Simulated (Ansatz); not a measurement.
LuSe (rock salt, Fm-3m) under volume change, DFT-r²SCAN in the program Ansatz with PAW potentials, scaled uniformly.

| V (Å³/atom) | E − E(relaxed) (meV/atom) | P (GPa) |
|---|---|---|
| 20.043 | … | … |
| 20.703 | 25.6 | 6.54 |
| 21.364 | 6.0 | 3.01 |
| 22.025 | 0.0 | 0.00 |
| 22.686 | 5.4 | -2.57 |
| 23.346 | … | … |
| 24.007 | 44.2 | -6.59 |

Question: What belongs in the gaps?

Answer: 
- 20.043, E − E(relaxed) (meV/atom): 60.9
- 20.043, P (GPa): 10.68
- 23.346, E − E(relaxed) (meV/atom): 20.7
- 23.346, P (GPa): -4.76

Question: What does a third-order Birch–Murnaghan fit give for V₀, B₀ and B′?

Answer: V₀ = 22.02 Å³/atom, B₀ = 92.3 GPa, B′ = 4.3.

The workflow started from an entry of the Crystallography Open Database (COD). Whether it is the stable phase at ambient conditions was not checked. The cell was relaxed with r²SCAN under the symmetry of its start; its stability against distortions is not shown here. Scalar-relativistic: spin–orbit coupling is off unless named, which matters more the heavier the elements.

Potentials: the later of the program's two PAW sets.
